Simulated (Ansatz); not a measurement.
**WC (Fm-3m), generalised stacking fault**

All numbers below come from Ansatz 0.2.0, DFT r2SCAN, scalar-relativistic, plane waves, PAW. Cutoff 500 eV, Γ-centred 19×19×7 k-points, Gaussian smearing of 0.15 eV. Spin–orbit coupling is left out, which can shift energies with elements as heavy as these. No spin polarisation. Energies are free energies at this smearing, counted from the undisturbed cell; pressure is positive in compression.

Zero of the scan (relaxed at this level; this rock-salt form isn't the usual structure):

```xyz
8
Lattice="-2.1824 -2.1824 0.0000 2.1824 -2.1824 0.0000 0.0000 0.0000 8.7297" Properties=species:S:1:pos:R:3 pbc="T T T"
W     0.0000   -2.1824    1.0912
W     0.0000    0.0000    3.2736
W     0.0000   -2.1824    5.4560
W     0.0000    0.0000    7.6385
C     0.0000    0.0000    1.0912
C     0.0000   -2.1824    3.2736
C     0.0000    0.0000    5.4560
C     0.0000   -2.1824    7.6385
```

The cut lies on the cell's a–b face, a (0 0 1) plane (indices in the standard cell, whose axes needn't be the Cartesian ones shown) of area 9.53 Å², between layers 2.18 Å apart. Vector c is tilted by f times 1·a − 1·b (length 4.365 Å) with the atoms' Cartesian places fixed: one unrelaxed fault a cell. The cell is metallic on the mesh throughout.

Task: Over the sampled range (0.0000 to 0.5000), is the undisturbed cell the lowest point?

Result: Yes, every other sampled point lies higher.

The scan:

| f | γ (mJ/m²) |
| --- | --- |
| 0.0000 | 0 |
| 0.0833 | 162 |
| 0.1667 | 991 |
| 0.2500 | 3041 |
| 0.3333 | 5147 |
| 0.5000 | 6890 |

Cost: 6 runs of about 17 core-minutes in all, on Intel Xeon Platinum 8488C (Sapphire Rapids) (shared hosts).